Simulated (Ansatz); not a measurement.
The following input was run with Ansatz 0.2.0.

```yaml
crystal:
  lattice:
    - [1.5733, -4.9345, 0.0]
    - [1.5733, 4.9345, 0.0]
    - [0.0, 0.0, 7.3019]
  atoms:
    - { symbol: Ca, position: [0.2498, 0.7502, 0.25] }
    - { symbol: Ca, position: [0.7502, 0.2498, 0.75] }
    - { symbol: Ir, position: [0.0, 0.0, 0.0], spin: 0.17 }
    - { symbol: Ir, position: [0.0, 0.0, 0.5], spin: 0.17 }
    - { symbol: O, position: [0.9244, 0.0756, 0.25], spin: 0.06 }
    - { symbol: O, position: [0.0756, 0.9244, 0.75], spin: 0.06 }
    - { symbol: O, position: [0.6276, 0.3724, 0.4495], spin: 0.04 }
    - { symbol: O, position: [0.3724, 0.6276, 0.9495], spin: 0.04 }
    - { symbol: O, position: [0.3724, 0.6276, 0.5505], spin: 0.04 }
    - { symbol: O, position: [0.6276, 0.3724, 0.0505], spin: 0.04 }
basis:
  ecutwfc: 420
kpoints:
  mp_grid: { grid: [12, 12, 6] }
hamiltonian:
  xc: pbesol
scf:
  occupations: { method: gaussian, width: 0.1 }
output:
  forces: true
  stress: true
  eigenvalues: true
  populations: true
magnetization:
  spin_polarized: true
relax:
  adjacent_minimum: "off"
  f_tol: 0.005
  max_steps: 80
  cell: { stress_tol: 0.05 }
```

Command:
```bash
ansatz run input.yaml --threads 2 --pin off --max-ram 5120MiB --backend cpu --events-out ev --progress --plain --runs-dir out
```

All numbers below come from DFT PBEsol, scalar-relativistic, plane waves, PAW (Ansatz).

Part of what the program printed, abridged:

```
Pseudopotentials: kind: paw
Pseudopotential: Ca, paw, valence charge 10, recommended cutoff 420 eV (normal)
Pseudopotential: Ir, paw, valence charge 17, recommended cutoff 420 eV (normal)
Pseudopotential: O, paw, valence charge 6, recommended cutoff 420 eV (normal)
Functional definition: PBEsol
Crystal: 10 atoms, lattice volume = 113.376 Å³
Basis set: ecut = 420 eV, 2201 PW (Γ), exchange–correlation on 72×72×100 points (8 copies of the dense FFT grid, shifted against one another)
Bands: 56, of which v1, the nominal top of the filled ones, is band 45 counted from 1 (44 counted from 0)
Symmetry: 8 space group operations
Space group: Cmcm (ITA 63), of the structure as read, at distance tolerance 4.8e-5 Å
Magnetic group: BNS 63.457 (UNI 555), of the structure as read, at distance tolerance 4.8e-5 Å
k-points: 172 of 864
Initial density: superposition of atomic densities (chi_scale 0.1, normalization cell, long waves kept (reshape's long-wave potential 0.04 eV rms))
Starting moments: Σ|m| = 0.62 μB on 8 of 10 sites
Initial wavefunctions: pseudopotential atomic-orbital guess
Functional: x = pbesol(κ = 0.804, μ = 0.12345679), c = pbesol(β = 0.046)
SCF iter   1: F=—  HF=-30553.154280 eV  |F-HF|=—  |Δ(HF+E_count)|=         —  Δρ=6.58e-2 (↑6.58e-2 ↓6.40e-2) dr2=3.15e1  dr2_m=7.37e-3  M=0.438 μB ∫|m|=0.456 μB  β_m=0.30  ethr=3.10e-3  ⟨swp⟩=9.7  Hψ=91981  notcnv=0
Mixer restart at iter 1: flushing history
spin=Collinear: Kerker preconditioning applied to the charge; magnetization (m = ρ↑ − ρ↓) channel mixes plain (no charge-response kernel on spin).
SCF iter   2: F=—  HF=-30548.221275 eV  |F-HF|=—  |Δ(HF+E_count)|=    4.93e0  Δρ=3.55e-2 (↑3.55e-2 ↓3.38e-2) dr2=9.49e0  dr2_m=4.92e-3  M=0.454 μB ∫|m|=0.461 μB  β_m=0.43  ethr=3.10e-3  ⟨swp⟩=3.0  Hψ=37844  notcnv=0  defer=1488
SCF iter   3: F=—  HF=-30551.474922 eV  |F-HF|=—  |Δ(HF+E_count)|=    3.25e0  Δρ=1.63e-2 (↑1.63e-2 ↓1.60e-2) dr2=2.28e0  dr2_m=8.23e-4  M=0.432 μB ∫|m|=0.439 μB  β_m=0.71  ethr=3.10e-3  ⟨swp⟩=3.9  Hψ=39933  notcnv=0  defer=1533
SCF iter   4: F=—  HF=-30552.547021 eV  |F-HF|=—  |Δ(HF+E_count)|=    1.07e0  Δρ=6.71e-3 (↑6.71e-3 ↓6.53e-3) dr2=1.26e-1  dr2_m=5.55e-4  M=0.371 μB ∫|m|=0.380 μB  β_m=0.72  ethr=2.53e-3  ⟨swp⟩=2.9  Hψ=36407  notcnv=0  defer=1826
SCF iter   5: F=—  HF=-30552.897208 eV  |F-HF|=—  |Δ(HF+E_count)|=         —  Δρ=2.72e-3 (↑2.51e-3 ↓2.72e-3) dr2=4.15e-2  dr2_m=8.02e-4  M=0.322 μB ∫|m|=0.330 μB  β_m=0.72  ethr=1.40e-4  ⟨swp⟩=2.0  Hψ=35188  notcnv=0  defer=1894
Mixer restart at iter 5: flushing history
SCF iter   6: F=—  HF=-30552.929148 eV  |F-HF|=—  |Δ(HF+E_count)|=   3.19e-2  Δρ=1.64e-3 (↑1.35e-3 ↓1.64e-3) dr2=1.66e-2  dr2_m=2.49e-4  M=0.307 μB ∫|m|=0.314 μB  β_m=0.86  ethr=4.61e-5  ⟨swp⟩=2.5  Hψ=27289  notcnv=0  defer=1894
SCF iter   7: F=—  HF=-30552.932228 eV  |F-HF|=—  |Δ(HF+E_count)|=   3.08e-3  Δρ=6.66e-4 (↑6.66e-4 ↓5.94e-4) dr2=1.62e-3  dr2_m=2.34e-4  M=0.250 μB ∫|m|=0.257 μB  β_m=0.93  ethr=1.85e-5  ⟨swp⟩=2.0  Hψ=28415  notcnv=0  defer=1894
SCF iter   8: F=—  HF=-30552.932495 eV  |F-HF|=—  |Δ(HF+E_count)|=   2.66e-4  Δρ=3.52e-4 (↑3.52e-4 ↓3.12e-4) dr2=5.20e-4  dr2_m=5.40e-5  M=0.224 μB ∫|m|=0.230 μB  β_m=0.97  ethr=1.80e-6  ⟨swp⟩=2.5  Hψ=29056  notcnv=0  defer=1894
SCF iter   9: F=—  HF=-30552.932579 eV  |F-HF|=—  |Δ(HF+E_count)|=   8.40e-5  Δρ=3.29e-4 (↑3.29e-4 ↓2.50e-4) dr2=1.08e-4  dr2_m=6.16e-5  M=0.197 μB ∫|m|=0.201 μB  β_m=0.93  ethr=5.78e-7  ⟨swp⟩=2.0  Hψ=29184  notcnv=0  defer=1894
SCF iter  10: F=—  HF=-30552.932621 eV  |F-HF|=—  |Δ(HF+E_count)|=   4.19e-5  Δρ=2.03e-4 (↑2.00e-4 ↓2.03e-4) dr2=3.65e-6  dr2_m=4.16e-5  M=0.176 μB ∫|m|=0.180 μB  β_m=0.97  ethr=1.20e-7  ⟨swp⟩=2.0  Hψ=29098  notcnv=0  defer=1894
SCF iter  11: F=—  HF=-30552.932630 eV  |F-HF|=—  |Δ(HF+E_count)|=   9.55e-6  Δρ=1.83e-4 (↑1.83e-4 ↓1.77e-4) dr2=4.23e-6  dr2_m=3.26e-5  M=0.163 μB ∫|m|=0.167 μB  β_m=0.55  ethr=4.06e-9  ⟨swp⟩=2.0  Hψ=34982  notcnv=0  defer=1894
SCF iter  12: F=—  HF=-30552.932641 eV  |F-HF|=—  |Δ(HF+E_count)|=   1.12e-5  Δρ=1.46e-4 (↑1.26e-4 ↓1.46e-4) dr2=1.54e-6  dr2_m=1.84e-5  M=0.134 μB ∫|m|=0.137 μB  β_m=0.33  ethr=4.06e-9  ⟨swp⟩=2.8  Hψ=35821  notcnv=0  defer=1894
SCF iter  13: F=—  HF=-30552.932657 eV  |F-HF|=—  |Δ(HF+E_count)|=   1.54e-5  Δρ=8.52e-5 (↑8.04e-5 ↓8.52e-5) dr2=1.30e-6  dr2_m=6.39e-6  M=0.097 μB ∫|m|=0.099 μB  β_m=1.00  ethr=1.72e-9  ⟨swp⟩=3.0  Hψ=42275  notcnv=0  defer=1894
SCF iter  14: F=—  HF=-30552.932672 eV  |F-HF|=—  |Δ(HF+E_count)|=   1.54e-5  Δρ=4.96e-5 (↑4.07e-5 ↓4.96e-5) dr2=4.89e-6  dr2_m=1.03e-6  M=0.035 μB ∫|m|=0.036 μB  β_m=1.00  ethr=1.45e-9  ⟨swp⟩=3.0  Hψ=43117  notcnv=0  defer=1894
SCF iter  15: F=—  HF=-30552.932676 eV  |F-HF|=—  |Δ(HF+E_count)|=   4.12e-6  Δρ=1.65e-5 (↑1.65e-5 ↓1.42e-5) dr2=1.14e-6  dr2_m=5.66e-9  M=0.003 μB ∫|m|=0.003 μB  β_m=1.00  ethr=1.45e-9  ⟨swp⟩=3.0  Hψ=42362  notcnv=0  defer=1894
SCF iter  16: F=—  HF=-30552.932676 eV  |F-HF|=—  |Δ(HF+E_count)|=   1.26e-7  Δρ=1.24e-5 (↑1.24e-5 ↓1.20e-5) dr2=3.55e-7  dr2_m=8.72e-8  M=-0.010 μB ∫|m|=0.010 μB  β_m=1.00  ethr=1.27e-9  ⟨swp⟩=2.0  Hψ=34992  notcnv=0  defer=1894
SCF iter  17: F=—  HF=-30552.932676 eV  |F-HF|=—  |Δ(HF+E_count)|=   2.27e-7  Δρ=3.63e-6 (↑3.63e-6 ↓3.40e-6) dr2=2.70e-8  dr2_m=8.43e-9  M=-0.003 μB ∫|m|=0.003 μB  β_m=1.00  ethr=3.94e-10  ⟨swp⟩=2.0  Hψ=34994  notcnv=0  defer=1894
SCF iter  18: F=—  HF=-30552.932676 eV  |F-HF|=—  |Δ(HF+E_count)|=   1.43e-8  Δρ=8.08e-7 (↑8.08e-7 ↓7.30e-7) dr2=2.57e-9  dr2_m=4.55e-11  M=0.000 μB ∫|m|=0.000 μB  β_m=1.00  ethr=3.00e-11  ⟨swp⟩=3.0  Hψ=40697  notcnv=0  defer=1894
SCF iter  19: F=-30552.932676 eV  HF=-30552.932676 eV  |F-HF|=6.18e-11  |Δ(HF+E_count)|=   1.34e-9  Δρ=2.18e-7 (↑2.01e-7 ↓2.18e-7) dr2=1.49e-10  dr2_m=2.02e-12  M=0.000 μB ∫|m|=0.000 μB  ethr=2.85e-12  ⟨swp⟩=9.6  Hψ=81952  notcnv=0
WARN: the starting moments were not kept: the SCF closed with an absolute magnetisation of 1.4e-4 μB, where they sum to 0.62 μB in size (8 sites). That is at most 0.1 of that sum. Measured as dr2_m measures the in/out step, that magnetisation stands 3.2e-9 eV from none, at or under the dr2_threshold of 1.0e-7 eV: it is no larger than a step whose dr2_m would equal this threshold. The system may hold no moment; this SCF shows only that its start led to no more than that. To try another start: raise the starting moments (crystal.atoms[].spin, magnetization.per_species, magnetization.initial_magnetization, or on a non-collinear deck that types none of these the spinor_matrix: blocks that start  ...
SCF 1 converged in 19 iterations: F = -30552.932676 eV  dr2 = 1.49e-10
relax step   1: F+E_penalty+E_count = -30552.93267637 eV  Δ(F+E_penalty+E_count) = +0.000e0 eV  max|allowed force component| = 3.158e-1 eV/Å  Δτ_max = 0.0000 Å  P = -4.020 GPa  Ω = 113.376 Å³  (19 SCF iters, dr2 threshold 1.00e-7 eV, accepted)
Crystal: 10 atoms, lattice volume = 110.795 Å³
Basis set: ecut = 420 eV, 2173 PW (Γ), exchange–correlation on 72×72×100 points (8 copies of the dense FFT grid, shifted against one another)
Initial density: handed on by an earlier stage of this run
Starting moments: Σ|m| = 0.62 μB on 8 of 10 sites; this step starts from the density that it was given
   ...
SCF iter   2: F=—  HF=-30552.996909 eV  |F-HF|=—  |Δ(HF+E_count)|=   3.73e-6  Δρ=4.38e-5 (↑4.38e-5 ↓4.37e-5) dr2=3.16e-6  dr2_m=6.23e-11  M= 0.000 μB ∫|m|=0.000 μB  β_m=0.45  ethr=1.32e-8  ⟨swp⟩=2.0  Hψ=29266  notcnv=0
SCF iter   3: F=—  HF=-30552.996917 eV  |F-HF|=—  |Δ(HF+E_count)|=   8.13e-6  Δρ=2.79e-5 (↑2.79e-5 ↓2.78e-5) dr2=8.25e-7  dr2_m=5.76e-11  M= 0.000 μB ∫|m|=0.000 μB  β_m=0.72  ethr=3.51e-9  ⟨swp⟩=2.0  Hψ=26798  notcnv=0
SCF iter   4: F=—  HF=-30552.996923 eV  |F-HF|=—  |Δ(HF+E_count)|=   5.65e-6  Δρ=5.23e-6 (↑5.12e-6 ↓5.23e-6) dr2=1.62e-7  dr2_m=4.28e-11  M= 0.000 μB ∫|m|=0.000 μB  β_m=0.86  ethr=9.16e-10  ⟨swp⟩=2.0  Hψ=29055  notcnv=0
SCF iter   5: F=—  HF=-30552.996923 eV  |F-HF|=—  |Δ(HF+E_count)|=   2.05e-7  Δρ=1.55e-6 (↑1.54e-6 ↓1.55e-6) dr2=2.07e-8  dr2_m=1.75e-11  M= 0.000 μB ∫|m|=0.000 μB  β_m=0.93  ethr=1.80e-10  ⟨swp⟩=2.0  Hψ=34318  notcnv=0
SCF iter   6: F=—  HF=-30552.996923 eV  |F-HF|=—  |Δ(HF+E_count)|=   6.46e-9  Δρ=5.51e-7 (↑5.51e-7 ↓5.48e-7) dr2=1.11e-9  dr2_m=2.25e-11  M= 0.000 μB ∫|m|=0.000 μB  β_m=0.93  ethr=2.30e-11  ⟨swp⟩=2.0  Hψ=27247  notcnv=0
SCF iter   7: F=—  HF=-30552.996923 eV  |F-HF|=—  |Δ(HF+E_count)|=   1.32e-8  Δρ=3.55e-7 (↑3.55e-7 ↓3.15e-7) dr2=2.94e-10  dr2_m=2.82e-11  M= 0.000 μB ∫|m|=0.000 μB  β_m=0.88  ethr=1.24e-12  ⟨swp⟩=2.0  Hψ=29523  notcnv=0
SCF iter   8: F=—  HF=-30552.996923 eV  |F-HF|=—  |Δ(HF+E_count)|=  3.64e-10  Δρ=1.74e-7 (↑1.74e-7 ↓1.72e-7) dr2=3.31e-11  dr2_m=2.23e-11  M= 0.000 μB ∫|m|=0.000 μB  β_m=0.94  ethr=1.00e-12  ⟨swp⟩=2.0  Hψ=28172  notcnv=0
SCF iter   9: F=-30552.996923 eV  HF=-30552.996923 eV  |F-HF|=6.18e-11  |Δ(HF+E_count)|=  5.09e-11  Δρ=1.19e-7 (↑1.13e-7 ↓1.19e-7) dr2=7.01e-11  dr2_m=1.82e-12  M= 0.000 μB ∫|m|=0.000 μB  ethr=1.00e-12  ⟨swp⟩=2.8  Hψ=60200  notcnv=0
the starting moments were not kept: the SCF closed with an absolute magnetisation of 5.1e-5 μB, where they sum to 0.62 μB in size (8 sites). That is at most 0.1 of that sum.
SCF 7 converged in 9 iterations: F = -30552.996923 eV  dr2 = 7.01e-11
Crystal: 10 atoms, lattice volume = 111.196 Å³
SCF iter   1: F=—  HF=-30552.997387 eV  |F-HF|=—  |Δ(HF+E_count)|=         —  Δρ=7.69e-5 (↑7.41e-5 ↓7.69e-5) dr2=3.11e-5  dr2_m=2.24e-8  M=0.000 μB ∫|m|=0.000 μB  β_m=0.65  ethr=3.04e-8  ⟨swp⟩=3.1  Hψ=94291  notcnv=0
spin=Collinear: Kerker preconditioning applied to the charge; magnetization (m = ρ↑ − ρ↓) channel mixes plain (no charge-response kernel on spin).
SCF iter   2: F=—  HF=-30552.997383 eV  |F-HF|=—  |Δ(HF+E_count)|=   4.39e-6  Δρ=3.33e-5 (↑3.25e-5 ↓3.33e-5) dr2=8.24e-6  dr2_m=3.96e-9  M=0.000 μB ∫|m|=0.000 μB  β_m=0.65  ethr=3.04e-8  ⟨swp⟩=2.4  Hψ=26431  notcnv=0
SCF iter   3: F=—  HF=-30552.997382 eV  |F-HF|=—  |Δ(HF+E_count)|=   1.49e-6  Δρ=9.46e-6 (↑9.44e-6 ↓9.46e-6) dr2=7.44e-7  dr2_m=3.45e-10  M=0.000 μB ∫|m|=0.000 μB  β_m=0.72  ethr=9.16e-9  ⟨swp⟩=2.0  Hψ=26330  notcnv=0
SCF iter   4: F=—  HF=-30552.997382 eV  |F-HF|=—  |Δ(HF+E_count)|=   1.69e-7  Δρ=5.20e-6 (↑5.00e-6 ↓5.20e-6) dr2=1.21e-7  dr2_m=2.24e-10  M=0.000 μB ∫|m|=0.000 μB  β_m=0.86  ethr=8.27e-10  ⟨swp⟩=2.0  Hψ=26714  notcnv=0
SCF iter   5: F=—  HF=-30552.997382 eV  |F-HF|=—  |Δ(HF+E_count)|=   1.70e-7  Δρ=2.17e-6 (↑2.02e-6 ↓2.17e-6) dr2=2.68e-8  dr2_m=2.08e-10  M=0.000 μB ∫|m|=0.000 μB  β_m=0.93  ethr=1.34e-10  ⟨swp⟩=2.0  Hψ=32804  notcnv=0
SCF iter   6: F=-30552.997382 eV  HF=-30552.997382 eV  |F-HF|=1.46e-9  |Δ(HF+E_count)|=   1.30e-8  Δρ=8.63e-7 (↑7.94e-7 ↓8.63e-7) dr2=2.93e-9  dr2_m=1.28e-11  M=0.000 μB ∫|m|=0.000 μB  ethr=2.97e-11  ⟨swp⟩=1.1  Hψ=49718  notcnv=0
the starting moments were not kept: the SCF closed with an absolute magnetisation of 1.3e-4 μB, where they sum to 0.62 μB in size (8 sites). That is at most 0.1 of that sum. Measured as dr2_m measures the in/out step, that magnetisation stands 2.8e-9 eV from none, at or under the dr2_threshold of 1.1e-7 eV: it is no larger than a step whose dr2_m would equal this threshold.
SCF 8 converged in 6 iterations: F = -30552.997382 eV  dr2 = 2.93e-9
relax step   8: F+E_penalty+E_count = -30552.99738185 eV  Δ(F+E_penalty+E_count) = -4.590e-4 eV  max|allowed force component| = 1.397e-3 eV/Å  Δτ_max = 0.0004 Å  P = +0.001 GPa  Ω = 111.196 Å³  energy of the carried Pulay correction = +3.934e-4 eV  (6 SCF iters, dr2 threshold 1.08e-7 eV, accepted)
SCF iter   1: F=—  HF=-30552.996967 eV  |F-HF|=—  |Δ(HF+E_count)|=         —  Δρ=5.39e-6 (↑5.39e-6 ↓5.31e-6) dr2=3.49e-8  dr2_m=1.17e-10  M=0.000 μB ∫|m|=0.000 μB  β_m=0.65  ethr=4.35e-7  ⟨swp⟩=3.0  Hψ=130614  notcnv=0
spin=Collinear: Kerker preconditioning applied to the charge; magnetization (m = ρ↑ − ρ↓) channel mixes plain (no charge-response kernel on spin).
SCF iter   2: F=—  HF=-30552.996965 eV  |F-HF|=—  |Δ(HF+E_count)|=   2.09e-6  Δρ=2.38e-6 (↑2.27e-6 ↓2.38e-6) dr2=1.08e-8  dr2_m=3.70e-11  M=0.000 μB ∫|m|=0.000 μB  β_m=0.45  ethr=3.87e-11  ⟨swp⟩=3.0  Hψ=40768  notcnv=0
SCF iter   3: F=—  HF=-30552.996965 eV  |F-HF|=—  |Δ(HF+E_count)|=   2.34e-8  Δρ=1.48e-6 (↑1.43e-6 ↓1.48e-6) dr2=3.04e-9  dr2_m=3.53e-11  M=0.000 μB ∫|m|=0.000 μB  β_m=0.73  ethr=1.20e-11  ⟨swp⟩=2.0  Hψ=26676  notcnv=0
SCF iter   4: F=—  HF=-30552.996965 eV  |F-HF|=—  |Δ(HF+E_count)|=   1.66e-8  Δρ=4.20e-7 (↑4.20e-7 ↓3.12e-7) dr2=5.98e-10  dr2_m=2.87e-11  M=0.000 μB ∫|m|=0.000 μB  β_m=0.86  ethr=3.38e-12  ⟨swp⟩=2.0  Hψ=29067  notcnv=0
SCF iter   5: F=—  HF=-30552.996965 eV  |F-HF|=—  |Δ(HF+E_count)|=   1.10e-9  Δρ=2.38e-7 (↑2.00e-7 ↓2.38e-7) dr2=1.40e-10  dr2_m=2.16e-11  M=0.000 μB ∫|m|=0.000 μB  β_m=0.93  ethr=1.00e-12  ⟨swp⟩=2.1  Hψ=31313  notcnv=0
SCF iter   6: F=—  HF=-30552.996965 eV  |F-HF|=—  |Δ(HF+E_count)|=  3.64e-11  Δρ=1.57e-7 (↑1.57e-7 ↓1.54e-7) dr2=2.10e-11  dr2_m=1.95e-11  M=0.000 μB ∫|m|=0.000 μB  β_m=0.97  ethr=1.00e-12  ⟨swp⟩=2.2  Hψ=24130  notcnv=0
SCF iter   7: F=-30552.996965 eV  HF=-30552.996965 eV  |F-HF|=3.27e-11  |Δ(HF+E_count)|=  2.55e-11  Δρ=9.87e-8 (↑8.77e-8 ↓9.87e-8) dr2=3.61e-11  dr2_m=1.75e-12  M=0.000 μB ∫|m|=0.000 μB  ethr=1.00e-12  ⟨swp⟩=2.9  Hψ=58597  notcnv=0
the starting moments were not kept: the SCF closed with an absolute magnetisation of 4.9e-5 μB, where they sum to 0.62 μB in size (8 sites). That is at most 0.1 of that sum.
SCF 9 converged in 7 iterations: F = -30552.996965 eV  dr2 = 3.61e-11
SCF converged after 7 iterations
Magnetization: 0.0000 μB (45.0000 up, 45.0000 down)
Absolute magnetization: 0.0000 μB (∫|ρ↑−ρ↓|, with the PAW one-centre terms)
Spin contamination: 0.0000 ħ² per cell (⟨S²⟩ above its minimum at these occupations)
Per-site moments (μB) at R_I (Å): [(8.80564406e-8, 0.95818863), (8.80564405e-8, 0.95818863), (1.01432832e-5, 0.80726776), (1.01432832e-5, 0.80726776), (1.63124406e-6, 0.80726776), (1.63124406e-6, 0.80726776), (3.55191141e-6, 0.83883382), (3.55191141e-6, 0.83883382), (3.55191141e-6, 0.83883382), (3.55191141e-6, 0.83883382)]
Free energy (F): -30552.996965 eV
Harris-Foulkes:  -30552.996965 eV  (|F-HF|=3.27e-11)
Internal energy: -30552.961746 eV  (E = F + TS)
E sigma→0 (E₀):  -30552.979356 eV
Entropy (-TS):   -0.035219 eV (-3.522 meV/atom)
Fermi energy:    13.068747 eV
--- Per-component energies (eV) ---
  E_band       = -610.261340
  E_kinetic    = 2852.348105
  E_local      = -6301.647806  (includes V_loc(G=0)·N_el)
  E_nonlocal   = 572.162864
  E_hartree    = 2289.095939
  E_xc         = -1241.148371
  E_vxc        = -1500.420370  (∫ρ·V_xc dr)
  E_paw        = -20763.985797  (= ΣΔE_a)
  E_vpaw       = -810.910711  (= ΣTr[D̂ρ^β])
  E_aug_tail   = 0.014882  (compensation charges beyond the density's cutoff)
  E_ewald      = -7960.781449
  E_core_change = 0.979886  (= ΣΔE_core)
  E_smearing   = -0.035219  (= −TS)
--- Forces (eV/Å), atoms counted from 1 ---
  atom   1  Ca     0.00000000     0.00129984     0.00000000
  atom   2  Ca     0.00000000    -0.00129984     0.00000000
  atom   3  Ir     0.00000000     0.00000000     0.00000000
  atom   4  Ir     0.00000000     0.00000000     0.00000000
  atom   5  O      0.00000000    -0.00019799     0.00000000
  atom   6  O      0.00000000     0.00019799     0.00000000
  atom   7  O      0.00000000    -0.00049459     0.00138927
  atom   8  O      0.00000000     0.00049459     0.00138927
  atom   9  O      0.00000000     0.00049459    -0.00138927
  atom  10  O      0.00000000    -0.00049459    -0.00138927
--- Stress (GPa, compression-positive) ---
       -0.009549       0.000000       0.000000
        0.000000      -0.004774       0.000000
        0.000000       0.000000       0.007648
  P = ⅓ Tr σ = -0.0022 GPa (-0.022 kbar)
--- Band table (eV; the first three rows and the last of 344) ---
  k-point 0 ↑: bands = ["-80.0135", "-80.0132", "-37.0059", "-36.9807", "-36.9667", "-36.9654", "-36.6165", "-36.6125", "-26.0940", "-26.0785", "-7.9913", "-7.7856", "-7.7311", "-7.2172", "-6.9980", "-6.9754", "-6.7620", "-5.4933", "-5.3373", "-5.3370", "-4.6792", "-4.4377", "4.5182", "5.3939", "5.8871", "5.9088", "5.9829", "6.5156", "7.8757", "7.9416", "8.6103", "8.6992", "8.7115", "8.8216", "9.2720", "9.5900", "10.4510", "10.7697", "10.8201", "10.8956", "10.9050", "11.3237", "11.6706", "12.9397", "13.0131", "13.3428", "15.8276", "16.1472", "16.5178", "16.9187", "17.3558", "17.4237", "18.2449", "18.3958", "18.7132", "19.2892"]
  k-point 1 ↑: bands = ["-80.0135", "-80.0132", "-37.0042", "-36.9824", "-36.9666", "-36.9655", "-36.6162", "-36.6128", "-26.0929", "-26.0795", "-7.9582", "-7.7795", "-7.7313", "-7.3268", "-6.9965", "-6.9769", "-6.6417", "-5.5462", "-5.4602", "-5.2243", "-4.6625", "-4.4547", "4.6886", "5.4320", "5.8886", "5.9073", "5.9407", "6.5763", "7.4815", "7.9953", "8.0718", "8.7681", "8.8016", "9.2186", "9.4949", "9.5941", "10.1279", "10.5603", "10.8586", "10.8883", "11.2450", "11.3895", "11.6724", "12.9645", "13.1163", "13.2282", "15.8366", "16.1701", "16.4909", "16.8157", "17.4697", "17.5413", "18.1187", "18.4952", "18.6943", "19.3153"]
  k-point 2 ↑: bands = ["-80.0134", "-80.0133", "-36.9996", "-36.9870", "-36.9664", "-36.9658", "-36.6155", "-36.6135", "-26.0901", "-26.0824", "-7.8622", "-7.7639", "-7.7354", "-7.5225", "-6.9924", "-6.9811", "-6.4028", "-5.8217", "-5.3754", "-5.2120", "-4.6178", "-4.4993", "5.1657", "5.5342", "5.8334", "5.8928", "5.9036", "6.7032", "6.7669", "7.5278", "8.1487", "8.6062", "9.1031", "9.6139", "9.6362", "9.7725", "9.8273", "10.0757", "10.8312", "10.8664", "11.4974", "11.6574", "11.8430", "12.9038", "13.0559", "13.2393", "15.9258", "16.2342", "16.4192", "16.5362", "17.5813", "17.7999", "18.2427", "18.5527", "18.6300", "19.2924"]
  k-point 171 ↓: bands = ["-80.0134", "-80.0134", "-36.9933", "-36.9933", "-36.9661", "-36.9661", "-36.6147", "-36.6147", "-26.0854", "-26.0854", "-7.9965", "-7.9965", "-7.5397", "-7.5397", "-6.9873", "-6.9873", "-5.7372", "-5.7372", "-5.5235", "-5.5235", "-4.6278", "-4.6278", "5.9305", "5.9305", "6.0051", "6.0051", "6.2476", "6.2476", "6.9304", "6.9304", "8.5055", "8.5055", "9.1923", "9.1923", "9.3012", "9.3012", "9.7754", "9.7754", "10.4487", "10.4487", "11.3013", "11.3013", "12.3488", "12.3488", "13.1460", "13.1460", "16.4046", "16.4046", "16.7012", "16.7012", "17.6896", "17.6896", "19.0440", "19.0440", "19.3488", "19.3488"]
--- Relaxed structure (7 steps of the walk, 7 accepted, 2 SCFs on fresh bases) ---
  F+E_penalty+E_count = -30552.99696509 eV   max|allowed force component| = 1.389e-3 eV/Å   (the final SCF, on the basis selected at the relaxed cell)
  cell:  # Å, volume = 111.1964 Å³
    - [1.58669311, -4.83523989, 0.0]
    - [1.58669311, 4.83523989, 0.0]
    - [0.0, 0.0, 7.24685562]
  atoms:
    - { symbol: Ca, position: [0.24804606, 0.75195393, 0.25000000] }
    - { symbol: Ca, position: [0.75195393, 0.24804606, 0.75000000] }
    - { symbol: Ir, position: [0.0, 0.0, 0.0] }
    - { symbol: Ir, position: [0.0, 0.0, 0.50000000] }
    - { symbol: O, position: [0.92347904, 0.07652095, 0.25000000] }
    - { symbol: O, position: [0.07652095, 0.92347904, 0.75000000] }
    - { symbol: O, position: [0.62626317, 0.37373682, 0.45086814] }
    - { symbol: O, position: [0.37373682, 0.62626317, 0.95086814] }
    - { symbol: O, position: [0.37373682, 0.62626317, 0.54913185] }
    - { symbol: O, position: [0.62626317, 0.37373682, 0.04913185] }
--- Löwdin populations: 10 sites ---
  site symbol q [e]    m [muB]
     0     Ca      8.3194     0.0000
     1     Ca      8.3194     0.0000
     2     Ir     15.6958     0.0000
     3     Ir     15.6958     0.0000
     4      O      6.8164     0.0000
     5      O      6.8164     0.0000
     6      O      6.8790     0.0000
     7      O      6.8790     0.0000
     8      O      6.8790     0.0000
     9      O      6.8790     0.0000
  spilling = 0.009123 (of n_electrons = 90.000000)
```

The relaxation met its thresholds.

The run took 14 min on 2 threads of Arm Neoverse V2, with other jobs on the host, peak memory 1.5 GiB.

Spin-orbit coupling is left out, which matters for the bands of heavy elements.